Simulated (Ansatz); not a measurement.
Ansatz (a quantum-chemistry and plane-wave program) input:

Ansatz 0.2 input:
```yaml
crystal:
  lattice:
    - [-4.4553829538, 4.4553829538, 2.6072919134]
    - [4.4553829538, -4.4553829538, 2.6072919134]
    - [4.4553829538, 4.4553829538, -2.6072919134]
  atoms:
    - { symbol: Si, position: [0.1769352012, 0.1769352012, 0.3538704024] }
    - { symbol: Si, position: [0.8230647988, 0.8230647988, 0.6461295976] }
    - { symbol: Si, position: [0.1769352012, 0.8230647988, 0.0] }
    - { symbol: Si, position: [0.8230647988, 0.1769352012, 0.0] }
    - { symbol: O, position: [0.5, 0.5, 0.5] }
    - { symbol: O, position: [0.5, 0.0, 0.0] }
    - { symbol: O, position: [0.0, 0.0, 0.5] }
    - { symbol: O, position: [0.0, 0.5, 0.0] }
    - { symbol: O, position: [0.0, 0.2089369872, 0.2089369872] }
    - { symbol: O, position: [0.0, 0.7910630128, 0.7910630128] }
    - { symbol: O, position: [0.2089369872, 0.0, 0.2089369872] }
    - { symbol: O, position: [0.7910630128, 0.0, 0.7910630128] }
kpoints:
  mp_grid: { grid: [6, 6, 6] }
hamiltonian:
  xc: lda
  pseudopotentials: { kind: paw }
scf:
  occupations: { method: fixed }
elastic: { mode: relaxed_ion, stencil: two_point, amplitude: 0.005, f_tol: 0.0005 }
```

Output (shortened):

```
Pseudopotential: Si, paw, valence charge 4
Pseudopotential: O, paw, valence charge 6
Functional definition: SPW92
Crystal: 12 atoms, lattice volume = 207.024 Å³
Basis set: ecut = 420 eV, 4037 PW (Γ)
Bands: 44, of which v1, the nominal top of the filled ones, is band 32 counted from 1 (31 counted from 0)
Symmetry: 16 space group operations
Space group: I4/mmm (ITA 139), of the structure as read, at distance tolerance 5.9e-5 Å
k-points: 30 of 216
SCF 1 converged in 12 iterations: F = -6890.572750 eV  dr2 = 1.54e-14
Crystal: 12 atoms, lattice volume = 205.988 Å³
Basis set: ecut = 420 eV, 4029 PW (Γ)
Symmetry: 8 space group operations
k-points: 46 of 216
SCF 2 converged in 13 iterations: F = -6890.567048 eV  dr2 = 3.33e-15
relax step   1: F+E_penalty+E_count = -6890.56704760 eV  Δ(F+E_penalty+E_count) = +0.000e0 eV  max|allowed force component| = 2.046e-1 eV/Å  Δτ_max = 0.0000 Å  (13 SCF iters, accepted)
Crystal: 12 atoms, lattice volume = 205.988 Å³
SCF 3 converged in 10 iterations: F = -6890.568423 eV  dr2 = 8.53e-14
relax step   2: F+E_penalty+E_count = -6890.56842319 eV  Δ(F+E_penalty+E_count) = -1.376e-3 eV  max|allowed force component| = 1.166e-1 eV/Å  Δτ_max = 0.0031 Å  (10 SCF iters, accepted)
Crystal: 12 atoms, lattice volume = 205.988 Å³
SCF 4 converged in 12 iterations: F = -6890.569846 eV  dr2 = 3.10e-14
relax step   3: F+E_penalty+E_count = -6890.56984610 eV  Δ(F+E_penalty+E_count) = -1.423e-3 eV  max|allowed force component| = 5.547e-2 eV/Å  Δτ_max = 0.0158 Å  (12 SCF iters, accepted)
Crystal: 12 atoms, lattice volume = 205.988 Å³
SCF 5 converged in 13 iterations: F = -6890.570618 eV  dr2 = 1.52e-14
relax step   4: F+E_penalty+E_count = -6890.57061833 eV  Δ(F+E_penalty+E_count) = -7.722e-4 eV  max|allowed force component| = 2.609e-3 eV/Å  Δτ_max = 0.0235 Å  (13 SCF iters, accepted)
Crystal: 12 atoms, lattice volume = 205.988 Å³
SCF 6 converged in 12 iterations: F = -6890.570556 eV  dr2 = 1.40e-14
relax step   5: F+E_penalty+E_count = -6890.57055573 eV  Δ(F+E_penalty+E_count) = +6.260e-5 eV  max|allowed force component| = 2.410e-2 eV/Å  Δτ_max = 0.0127 Å  (12 SCF iters, rejected (line search))
Crystal: 12 atoms, lattice volume = 205.988 Å³
SCF 7 converged in 11 iterations: F = -6890.570638 eV  dr2 = 4.01e-14
relax step   6: F+E_penalty+E_count = -6890.57063847 eV  Δ(F+E_penalty+E_count) = -2.014e-5 eV  max|allowed force component| = 5.505e-4 eV/Å  Δτ_max = 0.0042 Å  (11 SCF iters, accepted)
Crystal: 12 atoms, lattice volume = 205.988 Å³
SCF 8 converged in 10 iterations: F = -6890.570639 eV  dr2 = 1.07e-14
relax step   7: F+E_penalty+E_count = -6890.57063895 eV  Δ(F+E_penalty+E_count) = -4.774e-7 eV  max|allowed force component| = 8.323e-5 eV/Å  Δτ_max = 0.0009 Å  (10 SCF iters, accepted)
Crystal: 12 atoms, lattice volume = 205.988 Å³
SCF 9 converged in 2 iterations: F = -6890.570639 eV  dr2 = 3.98e-15
Crystal: 12 atoms, lattice volume = 208.059 Å³
Basis set: ecut = 420 eV, 4061 PW (Γ)
SCF 10 converged in 12 iterations: F = -6890.567384 eV  dr2 = 5.51e-14
relax step   1: F+E_penalty+E_count = -6890.56738377 eV  Δ(F+E_penalty+E_count) = +0.000e0 eV  max|allowed force component| = 1.927e-1 eV/Å  Δτ_max = 0.0000 Å  (12 SCF iters, accepted)
[...]
Crystal: 12 atoms, lattice volume = 207.022 Å³
SCF 36 converged in 2 iterations: F = -6890.571883 eV  dr2 = 4.88e-15
Crystal: 12 atoms, lattice volume = 207.022 Å³
Basis set: ecut = 420 eV, 4045 PW (Γ)
SCF 37 converged in 11 iterations: F = -6890.571787 eV  dr2 = 3.38e-14
relax step   1: F+E_penalty+E_count = -6890.57178738 eV  Δ(F+E_penalty+E_count) = +0.000e0 eV  max|allowed force component| = 9.733e-2 eV/Å  Δτ_max = 0.0000 Å  (11 SCF iters, accepted)
Crystal: 12 atoms, lattice volume = 207.022 Å³
SCF 38 converged in 10 iterations: F = -6890.572009 eV  dr2 = 4.93e-14
relax step   2: F+E_penalty+E_count = -6890.57200939 eV  Δ(F+E_penalty+E_count) = -2.220e-4 eV  max|allowed force component| = 5.633e-2 eV/Å  Δτ_max = 0.0004 Å  (10 SCF iters, accepted)
Crystal: 12 atoms, lattice volume = 207.022 Å³
SCF 39 converged in 10 iterations: F = -6890.572132 eV  dr2 = 6.15e-14
relax step   3: F+E_penalty+E_count = -6890.57213243 eV  Δ(F+E_penalty+E_count) = -1.230e-4 eV  max|allowed force component| = 7.606e-3 eV/Å  Δτ_max = 0.0011 Å  (10 SCF iters, accepted)
Crystal: 12 atoms, lattice volume = 207.022 Å³
SCF 40 converged in 9 iterations: F = -6890.572140 eV  dr2 = 1.26e-14
relax step   4: F+E_penalty+E_count = -6890.57214045 eV  Δ(F+E_penalty+E_count) = -8.019e-6 eV  max|allowed force component| = 5.893e-4 eV/Å  Δτ_max = 0.0003 Å  (9 SCF iters, accepted)
Crystal: 12 atoms, lattice volume = 207.022 Å³
SCF 41 converged in 6 iterations: F = -6890.572140 eV  dr2 = 4.36e-14
relax step   5: F+E_penalty+E_count = -6890.57214046 eV  Δ(F+E_penalty+E_count) = -1.579e-8 eV  max|allowed force component| = 9.771e-6 eV/Å  Δτ_max = 0.0000 Å  (6 SCF iters, accepted)
Crystal: 12 atoms, lattice volume = 207.022 Å³
SCF 42 converged in 2 iterations: F = -6890.572140 eV  dr2 = 5.96e-15
Crystal: 12 atoms, lattice volume = 207.022 Å³
SCF 43 converged in 11 iterations: F = -6890.571787 eV  dr2 = 2.97e-14
relax step   1: F+E_penalty+E_count = -6890.57178738 eV  Δ(F+E_penalty+E_count) = +0.000e0 eV  max|allowed force component| = 9.733e-2 eV/Å  Δτ_max = 0.0000 Å  (11 SCF iters, accepted)
Crystal: 12 atoms, lattice volume = 207.022 Å³
SCF 44 converged in 10 iterations: F = -6890.572140 eV  dr2 = 5.98e-14
relax step   2: F+E_penalty+E_count = -6890.57214031 eV  Δ(F+E_penalty+E_count) = -3.529e-4 eV  max|allowed force component| = 1.266e-3 eV/Å  Δτ_max = 0.0012 Å  (10 SCF iters, accepted)
Crystal: 12 atoms, lattice volume = 207.022 Å³
SCF 45 converged in 8 iterations: F = -6890.572140 eV  dr2 = 3.22e-15
relax step   3: F+E_penalty+E_count = -6890.57214038 eV  Δ(F+E_penalty+E_count) = -7.800e-8 eV  max|allowed force component| = 6.449e-4 eV/Å  Δτ_max = 0.0000 Å  (8 SCF iters, accepted)
Crystal: 12 atoms, lattice volume = 207.022 Å³
SCF 46 converged in 8 iterations: F = -6890.572140 eV  dr2 = 8.26e-15
relax step   4: F+E_penalty+E_count = -6890.57214046 eV  Δ(F+E_penalty+E_count) = -8.045e-8 eV  max|allowed force component| = 1.948e-5 eV/Å  Δτ_max = 0.0001 Å  (8 SCF iters, accepted)
Crystal: 12 atoms, lattice volume = 207.022 Å³
SCF 47 converged in 2 iterations: F = -6890.572140 eV  dr2 = 3.94e-15
SCF converged after 12 iterations
Free energy (F): -6890.572750 eV
Harris-Foulkes:  -6890.572750 eV  (|F-HF|=1.82e-12)
Internal energy: -6890.572750 eV  (E = F + TS)
E sigma→0 (E₀):  -6890.572750 eV
Fermi energy:    -0.278570 eV
--- Per-component energies (eV) ---
  E_band       = -467.593589
  E_kinetic    = 1605.064453
  E_local      = -5488.851563  (includes V_loc(G=0)·N_el)
  E_nonlocal   = 502.607325
  E_hartree    = 2086.065384
  E_xc         = -802.262219
  E_vxc        = -938.769000  (∫ρ·V_xc dr)
  E_paw        = -3133.795765  (= ΣΔE_a)
  E_vpaw       = -319.796982  (= ΣTr[D̂ρ^β])
  E_aug_tail   = 0.021418  (compensation charges beyond the density's cutoff)
  E_ewald      = -1660.534478
  E_core_change = 1.112695  (= ΣΔE_core)
  E_smearing   =  0.000000  (= −TS)
  E_closure    = 0.000000  (closes the sum)
  Σ components = -6890.572750   (vs F -6890.572750, Δ=0.00e0)
--- Forces (eV/Å), atoms counted from 1 ---
  atom   1  Si    -0.00005140    -0.00005140     0.00000000
  atom   2  Si     0.00005140     0.00005140     0.00000000
  atom   3  Si     0.00005140    -0.00005140     0.00000000
  atom   4  Si    -0.00005140     0.00005140     0.00000000
  atom   5  O      0.00000000     0.00000000     0.00000000
  atom   6  O      0.00000000     0.00000000     0.00000000
  atom   7  O      0.00000000     0.00000000     0.00000000
  atom   8  O      0.00000000     0.00000000     0.00000000
  atom   9  O      0.00019085     0.00000000     0.00000000
  atom  10  O     -0.00019085     0.00000000     0.00000000
  atom  11  O      0.00000000     0.00019085     0.00000000
  atom  12  O      0.00000000    -0.00019085     0.00000000
  max |Σ_I F_I| component: 5.96e-19 eV/Å
--- Stress (GPa, compression-positive) ---
       -0.002611       0.000000       0.000000
        0.000000      -0.002611       0.000000
        0.000000       0.000000       0.002925
  P = ⅓ Tr σ = -0.0008 GPa (-0.008 kbar)
--- Band table (eV; the first three rows and the last of 30) ---
  k-point 0: bands = ["-19.5613", "-18.6582", "-18.1006", "-18.1006", "-17.4589", "-17.4252", "-17.4252", "-17.4167", "-9.3222", "-9.3222", "-7.7384", "-6.3466", "-6.1543", "-6.1543", "-5.8066", "-5.7752", "-3.6836", "-3.1107", "-3.1107", "-2.9616", …
  k-point 1: bands = ["-19.5252", "-18.7709", "-18.0983", "-18.0239", "-17.4515", "-17.4253", "-17.4253", "-17.4198", "-9.4228", "-9.3126", "-7.5837", "-6.3131", "-6.1948", "-6.1420", "-5.8455", "-5.8097", "-3.6749", "-3.0710", "-3.0699", "-2.9467", …
  k-point 2: bands = ["-19.4239", "-18.9820", "-18.0936", "-17.9166", "-17.4341", "-17.4262", "-17.4254", "-17.4253", "-9.5905", "-9.2931", "-7.2801", "-6.3021", "-6.2199", "-6.1060", "-5.9490", "-5.8898", "-3.6464", "-2.9755", "-2.9592", "-2.9071", …
  k-point 29: bands = ["-19.1222", "-19.1222", "-18.7043", "-17.4430", "-17.4383", "-17.4157", "-17.4157", "-17.4126", "-10.4009", "-8.2279", "-6.8893", "-6.8893", "-6.2973", "-6.0781", "-6.0781", "-5.7585", "-3.6825", "-3.3433", "-3.0256", "-2.8652", …
--- Elastic constants: 4 strain directions × 2 members + reference (group order 16) ---
  dense FFT box of the reference and of every strained cell: 48×48×48
  strains applied: 11, 33, 23, 12; error gains …
  C = ∂σ_k/∂η_j (tension-positive GPa; Voigt order 11 22 33 23 13 12):
       129.926    144.968    113.697      0.000      0.000      0.000
       144.968    129.926    113.697      0.000      0.000      0.000
       111.889    111.889    241.203      0.000      0.000      0.000
         0.000      0.000      0.000     47.395      0.000      0.000
         0.000      0.000      0.000      0.000     47.395      0.000
         0.000      0.000      0.000      0.000      0.000     37.117
  reference stress σ⁰ (GPa):      0.003      0.003     -0.003      0.000      0.000      0.000
  moduli (Voigt/Reuss/Hill, GPa): K = 138.02/133.48/135.75   G = 35.08/-114.80/-39.86   E = -132.54   ν = 0.663
  mechanically stable: NO (min eigenvalue of sym C = -15.04 GPa)
  strain η (Voigt 11):  stress-route row diagonal C_11 = 129.93 GPa, energy-path curvature d²(F+E_count+ΔE)/dδ²/Ω₀ = 131.84 GPa
         δ    σ_11 (GPa)             F (eV)   n_scf  n_hpsi   n_pw
    -5.000e-3      -0.5490       -6890.5706389       2   15300   4045   relax 7 steps, max|allowed force component| 8.32e-5 eV/Å
     5.000e-3       0.7503       -6890.5704109       2   15364   4081   relax 6 steps, max|allowed force component| 2.15e-4 eV/Å
  strain η (Voigt 33):  stress-route row diagonal C_33 = 241.20 GPa, energy-path curvature d²(F+E_count+ΔE)/dδ²/Ω₀ = 241.14 GPa
         δ    σ_33 (GPa)             F (eV)   n_scf  n_hpsi   n_pw
    -5.000e-3      -1.2169       -6890.5685750       2   10008   4049   relax 4 steps, max|allowed force component| 3.37e-4 eV/Å
     5.000e-3       1.1951       -6890.5688660       2    9962   4086   relax 3 steps, max|allowed force component| 6.20e-6 eV/Å
  strain η (Voigt 23):  stress-route row diagonal C_44 = 47.39 GPa, energy-path curvature d²(F+E_count+ΔE)/dδ²/Ω₀ = 47.44 GPa
         δ    σ_23 (GPa)             F (eV)   n_scf  n_hpsi   n_pw
    -5.000e-3      -0.2370       -6890.5718828       2   22930   4065   relax 5 steps, max|allowed force component| 4.00e-5 eV/Å
     5.000e-3       0.2370       -6890.5718828       2   22714   4065   relax 4 steps, max|allowed force component| 2.55e-4 eV/Å
  strain η (Voigt 12):  stress-route row diagonal C_66 = 37.12 GPa, energy-path curvature d²(F+E_count+ΔE)/dδ²/Ω₀ = 37.09 GPa
         δ    σ_12 (GPa)             F (eV)   n_scf  n_hpsi   n_pw
    -5.000e-3      -0.1856       -6890.5721405       2   15525   4069   relax 5 steps, max|allowed force component| 9.77e-6 eV/Å
     5.000e-3       0.1856       -6890.5721405       2   15276   4069   relax 4 steps, max|allowed force component| 1.95e-5 eV/Å
```

Cost: very roughly 14 core-minutes on shared cores.

The workflow started from a Materials Project entry (that database holds measured and hypothetical structures alike); the Crystallography Open Database copy checked does not list it. It is not the phase usual at ambient conditions (space group No. 92, 152, 154). The cell was relaxed with LDA under the symmetry of its start. At this level the phase is dynamically unstable (imaginary phonons).

Potentials: the later of the program's two PAW sets.

Ansatz is a plane-wave DFT program.
